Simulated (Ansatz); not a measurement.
Input deck for Ansatz 0.2.0, then the block of the output on the nuclei.

The start is a refined structure from the COD.

```yaml
crystal:
  lattice:
    - [5.4705, 0.0, 0.0]
    - [-2.73525, 4.7375919714, 0.0]
    - [0.0, 0.0, 13.0895]
  atoms:
    - { symbol: In, position: [0.6666666667, 0.3333333333, 0.4015] }
    - { symbol: In, position: [0.3333333333, 0.6666666667, 0.9015] }
    - { symbol: H, position: [0.3333333333, 0.6666666667, 0.622] }
    - { symbol: H, position: [0.6666666667, 0.3333333333, 0.122] }
    - { symbol: H, position: [0.0, 0.0, 0.447] }
    - { symbol: H, position: [0.0, 0.0, 0.947] }
    - { symbol: H, position: [0.419, 0.838, 0.218] }
    - { symbol: H, position: [0.581, 0.419, 0.718] }
    - { symbol: H, position: [0.162, 0.581, 0.218] }
    - { symbol: H, position: [0.581, 0.162, 0.718] }
    - { symbol: H, position: [0.419, 0.581, 0.218] }
    - { symbol: H, position: [0.838, 0.419, 0.718] }
    - { symbol: H, position: [0.3333333333, 0.6666666667, 0.1295] }
    - { symbol: H, position: [0.6666666667, 0.3333333333, 0.6295] }
    - { symbol: P, position: [0.3333333333, 0.6666666667, 0.52769] }
    - { symbol: P, position: [0.6666666667, 0.3333333333, 0.02769] }
    - { symbol: P, position: [0.0, 0.0, 0.34043] }
    - { symbol: P, position: [0.0, 0.0, 0.84043] }
    - { symbol: "N", position: [0.3333333333, 0.6666666667, 0.1976] }
    - { symbol: "N", position: [0.6666666667, 0.3333333333, 0.6976] }
    - { symbol: O, position: [0.8476, 0.1524, 0.30284] }
    - { symbol: O, position: [0.6952, 0.8476, 0.80284] }
    - { symbol: O, position: [0.8476, 0.6952, 0.30284] }
    - { symbol: O, position: [0.1524, 0.8476, 0.80284] }
    - { symbol: O, position: [0.3048, 0.1524, 0.30284] }
    - { symbol: O, position: [0.1524, 0.3048, 0.80284] }
    - { symbol: O, position: [0.4874, 0.9748, 0.4987] }
    - { symbol: O, position: [0.5126, 0.4874, 0.9987] }
    - { symbol: O, position: [0.0252, 0.5126, 0.4987] }
    - { symbol: O, position: [0.5126, 0.0252, 0.9987] }
    - { symbol: O, position: [0.4874, 0.5126, 0.4987] }
    - { symbol: O, position: [0.9748, 0.4874, 0.9987] }
kpoints:
  mp_grid: { grid: [5, 5, 2] }
scf:
  occupations: { method: fermi_dirac, width: 0.02 }
hamiltonian:
  xc: pbe
  pseudopotentials: { kind: paw }
output:
  forces: true
  stress: true
  populations: true
  efg:
    quadrupole_moments_barn: { In: 0.772, H: 0.00285783, "N": 0.02044, O: -0.02558 }
    contact_densities: true
relax:
  f_tol: 0.02
  max_steps: 60
```

```sh
ansatz run input.yaml --threads 1 --pin off --max-ram 3072MiB --backend cpu --events-out ev --progress --plain --runs-dir out
```

The run relaxes the ions first, and the block belongs to the relaxed positions.

Of the output, the block on the nuclei alone is shown; the set-up, the SCF iterations, energies, forces and stress are cut. One atom of each set with nearly equal values is shown.

```
--- PAW observables at the nuclei: V_zz in 10²¹ V/m², potentials from the cell's mean, atoms counted from 1 ---
  atom   1  In V_zz =    +0.062883   η = 0.0000   by run symmetry: allowed   C_q = +1.1738 MHz
            electrostatic potential = -7932.842846 V   contact ρ = 1132898.533001 e/Å³
  atom   3  H  V_zz =    +1.669890   η = 0.0000   by run symmetry: allowed   C_q = +0.1154 MHz
            electrostatic potential = -39.669390 V   contact ρ = 3.134628 e/Å³
  atom   5  H  V_zz =    +1.633960   η = 0.0000   by run symmetry: allowed   C_q = +0.1129 MHz
            electrostatic potential = -39.308854 V   contact ρ = 3.081553 e/Å³
  atom   7  H  V_zz =    +2.991568   η = 0.0396   by run symmetry: allowed   C_q = +0.2067 MHz
            electrostatic potential = -36.419586 V   contact ρ = 2.999879 e/Å³
  atom  13  H  V_zz =    +3.108007   η = 0.0000   by run symmetry: allowed   C_q = +0.2148 MHz
            electrostatic potential = -36.419969 V   contact ρ = 2.992459 e/Å³
  atom  15  P  V_zz =    -1.870502   η = 0.0000   by run symmetry: allowed
            electrostatic potential = -1488.230049 V   contact ρ = 16009.111121 e/Å³
  atom  17  P  V_zz =    -2.276714   η = 0.0000   by run symmetry: allowed
            electrostatic potential = -1488.068400 V   contact ρ = 16009.879641 e/Å³
  atom  19  N  V_zz =    -0.085309   η = 0.0000   by run symmetry: allowed   C_q = -0.0422 MHz
            electrostatic potential = -508.431072 V   contact ρ = 1410.844687 e/Å³
  atom  21  O  V_zz =    +8.498157   η = 0.5346   by run symmetry: allowed   C_q = -5.2563 MHz
            electrostatic potential = -618.909845 V   contact ρ = 2156.913341 e/Å³
  atom  27  O  V_zz =   +10.419935   η = 0.2882   by run symmetry: allowed   C_q = -6.4450 MHz
            electrostatic potential = -619.283915 V   contact ρ = 2155.911732 e/Å³
```

The relaxation (9 steps) took 4.3 min of wall time (4.3 min of CPU time) and 0.89 GiB at its peak, on 1 thread of Intel Xeon Platinum 8488C (Sapphire Rapids) (x86_64; 64 cores open to the job, memory cap 3.0 GiB, no GPU), a shared host with a load of 0.7 a core.

Without spin–orbit coupling (the program notes it for In) the gradients are little affected as a rule: paired runs on crystals with a gap mostly move them by under 2 % at such atoms. The lattice is static: at room temperature ammonium may turn and average the couplings of its hydrogen. The entry's hydrogen positions were far off; the other atoms hardly move on relaxation.
